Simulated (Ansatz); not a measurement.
## Strain response of Ti2O

All numbers below come from Ansatz, DFT r2SCAN, scalar-relativistic, plane waves, PAW. (500 eV cutoff, 24×24×12 k-mesh, Gaussian smearing of 0.10 eV, no spin polarisation)

Starting point, cell and atoms relaxed:

```
CELL_PARAMETERS angstrom
2.95143 0.00000 0.00000
-1.47572 2.55602 0.00000
0.00000 0.00000 4.81400
ATOMIC_POSITIONS crystal
Ti 0.66667 0.33333 0.26889
Ti 0.33333 0.66667 0.73111
O 0.00000 0.00000 0.00000
```

Deformation: all cell vectors scaled alike, the atoms relaxed, all within the symmetry that the strain leaves. Energies are extrapolated to zero smearing. Stress is positive in compression, on the Cartesian axes of the cell above. On this cell's mesh the reference holds a stress of up to 0.13 GPa.

| strain (%) | ΔE (meV/atom) | a (Å) | b (Å) | c (Å) | σxx (GPa) | σyy (GPa) | σzz (GPa) |
| --- | --- | --- | --- | --- | --- | --- | --- |
| -3.0 | 66.6 | 2.863 | 2.863 | 4.670 | 21.50 | 21.50 | 22.60 |
| -2.0 | 28.6 | 2.892 | 2.892 | 4.718 | 13.41 | 13.41 | 14.00 |
| -1.0 | 6.9 | 2.922 | 2.922 | 4.766 | 6.29 | 6.29 | 6.45 |
| +0.0 | 0.0 | 2.951 | 2.951 | 4.814 | 0.05 | 0.05 | -0.13 |
| +1.0 | 6.6 | 2.981 | 2.981 | 4.862 | -5.38 | -5.38 | -5.88 |
| +2.0 | 25.3 | 3.010 | 3.010 | 4.910 | -10.14 | -10.14 | -10.84 |
| +3.0 | 55.2 | 3.040 | 3.040 | 4.958 | -14.23 | -14.23 | -15.16 |